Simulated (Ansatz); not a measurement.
**Clamped-ion strain scan in TePb₂Se**

These are results of DFT LDA, scalar-relativistic, plane waves, PAW in Ansatz 0.2.0, not measurements. The runs took a 420 eV cutoff, a Γ-centred 9×9×9 mesh and Gaussian smearing (0.05 eV). Spin–orbit coupling is left out, which matters for the heavy elements here. No spin polarisation. Energies are free energies at this smearing, counted from the undisturbed cell; pressure is positive in compression.

The starting cell (as given, not relaxed at this level; it stands at -3.2 GPa, and it needn't be the usual structure):

```
Te Pb Se
1.0
     2.24710    1.29736    7.33500
    -2.24710    1.29736    7.33500
     0.00000   -2.59473    7.33500
Te Pb Se
1 2 1
Cartesian
  0.0000 0.0000 11.0025
  0.0000 0.0000 16.3871
  0.0000 0.0000 5.6179
  0.0000 0.0000 0.0000
```

The cell is strained by ε times the Voigt pattern (1, 1, 0, 0, 0, 0) (xx, yy, zz, yz, xz, xy; engineering shear) with fractional coordinates fixed.

| ε | ΔE (meV/atom) | stress summed along the pattern (GPa, tension positive) | pressure (GPa) | gap on the mesh (eV) |
| --- | --- | --- | --- | --- |
| -0.1500 | 389.7 | -44.31 | 21.8 | 0.00 |
| -0.0750 | 28.7 | -12.61 | 5.4 | 0.00 |
| 0.0000 | 0.0 | 6.38 | -3.2 | 0.55 |
| 0.0375 | 71.5 | 11.92 | -5.6 | 0.60 |
| 0.1125 | 320.9 | 18.01 | -8.0 | 0.48 |

Where the gap reads zero the k-mesh, chosen for the insulator, is on the coarse side.